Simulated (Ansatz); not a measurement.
## Kick test of a cell of Cd5HgO6

The structure comes from a generated guess, relaxed at this level; another structure or a mixture of phases may lie lower.

Method: DFT PBE, scalar-relativistic, plane waves, PAW in Ansatz. Settings: cutoff 420 eV, Γ-centred mesh 8×8×8 on the computed 12-atom cell, Gaussian smearing of 0.10 eV; no spin polarisation.

The cell below (12 atoms, space group Cmmm (No. 65)) is relaxed within its symmetry.

```
CELL_PARAMETERS angstrom
2.38977 -7.24827 0.00000
2.38977 7.24827 0.00000
0.00000 0.00000 4.77566
ATOMIC_POSITIONS crystal
Cd 0.83197 0.16803 0.00000
Cd 0.16803 0.83197 0.00000
Cd 0.50000 0.50000 0.00000
Cd 0.33374 0.66626 0.50000
Cd 0.66626 0.33374 0.50000
Hg 0.00000 0.00000 0.50000
O 0.17169 0.82831 0.50000
O 0.50000 0.50000 0.50000
O 0.82831 0.17169 0.50000
O 0.66473 0.33527 0.00000
O 0.00000 0.00000 0.00000
O 0.33527 0.66473 0.00000
```

For the test it was strained at random (σ = 1.5 % a component), the atoms were moved at random (σ = 0.10 Å), and all was relaxed again on a coarse 4×6×6 mesh (in the run’s order of axes) with 0.20 eV smearing, with no symmetry imposed.

These runs have no spin–orbit coupling, which can matter for Hg.

Problem. Does it come back?

Solution. It returns, within 1 meV/atom of the unmoved cell on that mesh and with the same symmetry when read at 0.1 Å (P-1 at 0.01 Å, so small strains and shifts remain). So it is stable against the distortions that fit this cell and that this random move excites. Modes that don't fit the cell aren't tested.
